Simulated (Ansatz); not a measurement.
Data:

MgS:
```xyz
2
Lattice="0.0000 2.6016 2.6016 2.6016 0.0000 2.6016 2.6016 2.6016 0.0000" Properties=species:S:1:pos:R:3 pbc="T T T"
S      0.0000     0.0000     0.0000
Mg     2.6016     2.6016     2.6016
```

This is the r²SCAN-relaxed structure.

Q: All from DFT-r²SCAN in the program Ansatz with PAW potentials, unless another level is named. Estimate the electron effective mass.

A: 0.30, 0.30, 0.52 mₑ (principal values).

Q: Give the formation energy from the elements (no fitted shifts).

A: -162 kJ/mol-atom.

Q: Predict the valence-band maximum.

A: at Γ.

Q: Predict the conduction-band minimum.

A: at X (3 equivalent valleys).

Space group Fm-3m (rock salt). The cell was relaxed with r²SCAN under the symmetry of its start; phonons on a q-mesh show no instability. The references are the lowest solids computed at this level, not always the standard phases.

Potentials: the later of the program's two PAW sets.

Edges and masses are those of Kohn–Sham bands, whose gap is no quasiparticle gap.
